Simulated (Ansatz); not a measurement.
AlRu:
Space group Fm-3m (No. 225); a = b = c = 4.9378 Å, α = β = γ = 90.00°

| atom | site | symmetry | x | y | z |
|---|---|---|---|---|---|
| Ru | 4a | m-3m | 0.0000 | 0.0000 | 0.0000 |
| Al | 4b | m-3m | 0.5000 | 0.5000 | 0.5000 |
(The calculation used a cell of 2 atoms; values per cell refer to that cell.)

Relaxed with r²SCAN.

**Question.** Which orbitals make up the states near the Fermi level in r²SCAN in the plane-wave PAW code Ansatz?

**Answer.** Within 0.5 eV of the Fermi level: Ru 4d 89 %, Al 3p 6 %. Projections are on Löwdin-orthogonalised atomic valence shells; empty p or d shells of many metals are not among them.

**Question.** Tabulate the density of states.

**Answer.** States/eV per cell of 2 atoms, in 0.25 eV bins, energy from the Fermi level.

```csv
E (eV),total,Ru 4d,Al 3p,Al 3s
-7.85,0.26,0.01,0.07,0.08
-7.60,0.29,0.01,0.08,0.09
-7.35,0.32,0.02,0.10,0.10
-7.10,0.36,0.03,0.11,0.11
-6.85,0.41,0.05,0.13,0.13
-6.60,0.49,0.08,0.14,0.16
-6.35,0.66,0.17,0.16,0.21
-6.10,0.88,0.32,0.16,0.28
-5.85,0.95,0.37,0.16,0.31
-5.60,1.16,0.51,0.17,0.39
-5.35,1.18,0.54,0.13,0.45
-5.10,0.07,0.03,0.01,0.03
-4.85,0.26,0.09,0.05,0.11
-4.60,0.53,0.21,0.13,0.15
-4.35,0.86,0.44,0.24,0.12
-4.10,1.15,0.66,0.31,0.12
-3.85,1.62,1.09,0.37,0.10
-3.60,1.76,1.33,0.31,0.07
-3.35,3.59,2.41,1.03,0.05
-3.10,3.97,2.80,1.03,0.06
-2.85,2.35,1.90,0.41,0.01
-2.60,2.77,2.38,0.36,0.01
-2.35,2.42,2.06,0.31,0.01
-2.10,1.46,1.30,0.14,0.01
-1.85,1.14,1.05,0.08,0.00
-1.60,1.11,1.05,0.05,0.00
-1.35,1.15,1.09,0.03,0.00
-1.10,1.19,1.14,0.03,0.01
-0.85,1.45,1.37,0.04,0.01
-0.60,1.99,1.89,0.06,0.02
-0.35,3.23,3.10,0.08,0.03
-0.10,2.26,2.10,0.08,0.06
0.15,1.51,1.27,0.13,0.07
0.40,1.09,0.74,0.22,0.06
0.65,0.67,0.39,0.19,0.03
0.90,0.36,0.19,0.11,0.01
1.15,0.89,0.43,0.27,0.02
1.40,1.16,0.54,0.36,0.04
1.65,0.92,0.37,0.33,0.06
1.90,0.74,0.25,0.27,0.07
2.15,0.68,0.21,0.26,0.08
2.40,0.67,0.18,0.27,0.09
2.65,0.81,0.19,0.37,0.12
2.90,0.90,0.21,0.39,0.14
3.15,0.79,0.17,0.37,0.12
3.40,0.78,0.16,0.38,0.12
3.65,0.83,0.17,0.40,0.14
3.90,0.88,0.18,0.41,0.17
4.15,0.87,0.17,0.43,0.16
4.40,0.85,0.15,0.43,0.14
4.65,0.84,0.14,0.44,0.13
```

The start of the workflow was typed in or built on a structure type; neither database checked (COD, Materials Project) lists it. COD files the formula under space group No. 221, so this cell is another polymorph or a model. Whether it is the stable phase at ambient conditions was not checked. The cell was relaxed with r²SCAN under the symmetry of its start. At this level the phase is mechanically unstable. No spin polarisation was allowed. Its formation energy is positive at this level, so the cell may be metastable or incomplete. Scalar-relativistic: spin–orbit coupling is off unless named, which matters more the heavier the elements.

Potentials: the later of the program's two PAW sets.
